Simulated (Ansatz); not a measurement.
A geometry of W away from equilibrium: step 2 of the relaxation of a relaxed W cell, doubled along one cell vector, shaken by Gaussian noise of σ = 0.08 Å a coordinate. Level of theory: r2SCAN (plane waves to 500 eV, PAW, scalar-relativistic; Ansatz, an electronic-structure program). Γ-centred k-mesh 13×13×2 on the run's cell (coarser than for final values), Fermi–Dirac smearing 0.05 eV.

```
CELL_PARAMETERS angstrom
      2.76316    -0.00683    -0.01014
     -1.38750     2.40761     0.01696
     -0.07209     0.09760    19.52564
ATOMIC_POSITIONS crystal
  W  0.01626 0.98141 0.99168
  W  0.94340 0.95836 0.49396
  W  0.98084 0.98630 0.24376
  W  0.02004 0.98941 0.74545
  W  0.27569 0.65676 0.12675
  W  0.33378 0.67734 0.62497
  W  0.73131 0.36086 0.37240
  W  0.67647 0.35301 0.87613
```

Question: Give the Cartesian forces on all atoms (eV/Å).

Answer: 
```csv
atom,Fx,Fy,Fz
W1,-0.02,-0.01,3.18
W2,-0.19,-0.06,1.20
W3,0.09,0.10,2.17
W4,0.09,0.05,1.62
W5,-0.17,-0.25,-2.74
W6,-0.14,-0.08,-1.64
W7,0.39,0.14,-1.06
W8,-0.04,0.10,-2.72
```

Question: What is the pressure?

Answer: +3.1 GPa, compression positive.

No spin polarisation in the result.

Of the parent cell (P6₃/mmc (No. 194)): it is a generated cell of W: the first start was made by placing the elements on the sites of a structure type, and the end was not matched to a known phase here, so it may be hypothetical. Known forms of W include space group No. 229.
